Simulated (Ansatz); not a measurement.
CsCaH3:
```yaml
crystal:
  lattice:
    - [4.60313, 0.00000, 0.00000]
    - [0.00000, 4.60313, 0.00000]
    - [0.00000, 0.00000, 4.60313]
  atoms:
    - { symbol: Cs, position: [0.00000, 0.00000, 0.00000] }
    - { symbol: Ca, position: [0.50000, 0.50000, 0.50000] }
    - { symbol: H, position: [0.50000, 0.00000, 0.50000] }
    - { symbol: H, position: [0.00000, 0.50000, 0.50000] }
    - { symbol: H, position: [0.50000, 0.50000, 0.00000] }
```

r²SCAN (plane waves, PAW; program Ansatz) gives a gap of 3.64 eV without spin–orbit coupling, maximum at M, minimum at M.

Q: What happens when spin–orbit coupling is switched on?

A: The gap falls by 0.04 eV, to 3.60 eV; maximum at M, minimum at M.

Q: Give the electron effective mass with spin–orbit coupling.

A: 0.47 mₑ (isotropic).

Q: Give the hole effective mass with spin–orbit coupling.

A: 0.83, 0.83, 1.0 mₑ (principal values).

Space group Pm-3m (cubic perovskite). The workflow started from a Materials Project entry (that database holds measured and hypothetical structures alike); the Crystallography Open Database copy checked does not list it. Its standing as an ambient phase is unchecked. The cell was relaxed with r²SCAN under the symmetry of its start; its stability against distortions is not shown here.

Potentials: the later of the program's two PAW sets.
